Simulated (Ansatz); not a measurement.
Computed with Ansatz, DFT PBE, scalar-relativistic, plane waves, PAW. All cells share a 420 eV cutoff and Γ-centred k meshes spaced at most about 0.3 Å⁻¹ (about 0.25 or finer for metals, 2π included). No spin polarisation in the final relaxations.

Temperature and zero-point effects are left out. All come from trial cells, and lower structures may exist.

**Question.** Order these relaxed structures of ScAl2Sb2As by energy, lowest first, with the energy over the lowest of them.
A.

Space group R-3m:H (No. 166). a = 5.313 Å, b = 5.313 Å, c = 17.304 Å, α = 90.00°, β = 90.00°, γ = 120.00°
```
atom  site  symmetry       x       y       z
  Sc    3b       -3m  0.6667  0.3333  0.8333
  Al    6c        3m  0.0000  0.0000  0.6716
  Sb    6c        3m  0.0000  0.0000  0.8302
  As    3a       -3m  0.0000  0.0000  0.0000
```

B.

Space group P-3m1 (No. 164). a = 5.145 Å, b = 5.145 Å, c = 5.626 Å, α = 90.00°, β = 90.00°, γ = 120.00°
```tsv
atom	site	symmetry	x	y	z
Sc	1b	-3m.	0.0000	0.0000	0.5000
Al	2d	3m.	0.6667	0.3333	0.7796
Sb	2d	3m.	0.6667	0.3333	0.2712
As	1a	-3m.	0.0000	0.0000	0.0000
```

C.

Space group P6/mmm (No. 191). a = 5.332 Å, b = 5.332 Å, c = 5.681 Å, α = 90.00°, β = 90.00°, γ = 120.00°
```csv
atom,site,symmetry,x,y,z
Sc,1a,6/mmm,0.0000,0.0000,0.0000
Al,2c,-6m2,0.3333,0.6667,0.0000
Sb,2d,-6m2,0.3333,0.6667,0.5000
As,1b,6/mmm,0.0000,0.0000,0.5000
```

D.

Space group Cmmm (No. 65). a = 6.403 Å, b = 9.272 Å, c = 5.144 Å, α = 90.00°, β = 90.00°, γ = 90.00°
```json
{"atom": "Sc", "site": "2d", "symmetry": "mmm", "x": "0.0000", "y": "0.0000", "z": "0.5000"}
{"atom": "Al", "site": "4j", "symmetry": "m2m", "x": "0.5000", "y": "0.8511", "z": "0.5000"}
{"atom": "Sb", "site": "4e", "symmetry": "..2/m", "x": "0.2500", "y": "0.2500", "z": "0.0000"}
{"atom": "As", "site": "2a", "symmetry": "mmm", "x": "0.0000", "y": "0.0000", "z": "0.0000"}
```

**Answer.** B (0 meV/atom), C (151 meV/atom), A (161 meV/atom), D (214 meV/atom). Forms: B P-3m1; C P6/mmm; A R-3m; D Cmmm. Counting As or Sb atoms around Al and Sc (for each partner element, those within 1.25 times its shortest distance or 1.15 times the sum of covalent radii, where it is the nearest in units of that sum or under 1.3; a plus sign parts groups by distance over the sum of covalent radii; the shortest distance is added where it exceeds 1.18 times the sum of covalent radii): B has Sc 8, Al 5; C has Sc 2, Al 2; A has Sc 6, Al 1+3; D has Sc 2+8, Al 4 from 3.2 Å.

The k mesh leaves some 4 meV/atom of noise in the energy of each metallic cell. These runs have no spin–orbit coupling, which can matter for Sb. Cells relaxed within their symmetry can be saddle points. Some types were kept out of the candidates beforehand, so the set may lack a known form.
